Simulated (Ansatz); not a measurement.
W3N4:
```
W3N4
1.0
    4.19447     0.00000     0.00000
    0.00000     4.19447     0.00000
    0.00000     0.00000     4.19447
N W
4 3
Direct
  0.50000   0.50000   0.50000
  0.50000   0.00000   0.00000
  0.00000   0.50000   0.00000
  0.00000   0.00000   0.50000
  0.50000   0.50000   0.00000
  0.00000   0.50000   0.50000
  0.50000   0.00000   0.50000
```

Relaxed with r²SCAN. Special points in fractions of this cell's reciprocal vectors: Γ (0.000, 0.000, 0.000); X (0.000, 0.500, 0.000); M (0.500, 0.500, 0.000); R (0.500, 0.500, 0.500).

List the band energies nearest the Fermi level at these points for r²SCAN in the plane-wave PAW code Ansatz.

In eV from the Fermi level; about four levels below and three above (degenerate sets whole), none deeper than 8.9 eV; points with the same levels are listed once.

```tsv
k	below	above
Γ	-0.82 -0.82 -0.82 -0.18 -0.18	1.52 2.68 2.68 2.68
X	-3.49 -1.60 -0.01 -0.01	0.11 0.23 0.23
M	-5.78 -5.78 -1.59 -0.58	0.34 0.40 0.55 0.55
R	-7.94 -7.94 -7.94 -2.96 -2.96	1.11 1.11 1.11
```

Space group Pm-3m. The workflow started from an entry of the Crystallography Open Database (COD). Its standing as an ambient phase is unchecked. The cell was relaxed with r²SCAN under the symmetry of its start; its stability against distortions is not shown here. The run is not spin-polarised. Spin–orbit coupling is left out wherever it is not named.

Potentials: the later of the program's two PAW sets.
